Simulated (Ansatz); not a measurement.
## FeCO$_{3}$: reading a single point

```xyz
10
Lattice="2.3774 1.3726 5.1966 -2.3774 1.3726 5.1966 0.0000 -2.7452 5.1966" Properties=species:S:1:pos:R:3 pbc="T T T"
Fe    0.0000    0.0000    0.0000
Fe    0.0000    0.0000    7.7949
C     0.0000    0.0000    3.8975
C     0.0000    0.0000   11.6924
O    -1.0732    1.3726    9.0941
O    -0.6521   -1.6157    9.0941
O     1.7253    0.2431    9.0941
O     1.0732   -1.3726    6.4958
O     0.6521    1.6157    6.4958
O    -1.7253   -0.2431    6.4958
```

Single point in Ansatz 0.2.0 with PBEsol, no spin polarisation. Cutoff 420 eV, PAW datasets, 7×7×7 Γ-centred k mesh, fermi-dirac filling (width 0.1 eV).

**Question.** Which atom feels the largest force, and which way?

**Answer.** The largest is on O5 (and as large on other atoms): 0.33 eV/Å, components (0.33, 0.00, 0.00). It makes 180° with the line to a nearest neighbour, C3 at 1.30 Å, pointing away from it.

**Question.** What does the stress say?

**Answer.** The pressure is -22.3 GPa (compression positive), so with the atoms held at these fractions the cell would first shrink. The principal stresses -22.7, -22.7, -21.4 GPa differ, so its shape would change too.

**Question.** Metal or insulator? Give the gap.

**Answer.** The gap is 0.37 eV, indirect (the least direct gap found is 0.39 eV).

**Question.** What is the formation energy?

**Answer.** -0.90 eV an atom against the elements' usual phases (free molecules for gases, crystals otherwise, with no correction for O₂ or N₂), so it is bound against them; other compounds may still compete. Relaxing would lower it.

Origin: a database entry at a rescaled volume. Caveats: no spin polarisation, so a magnetic state may lie lower; atoms or cell far from equilibrium.
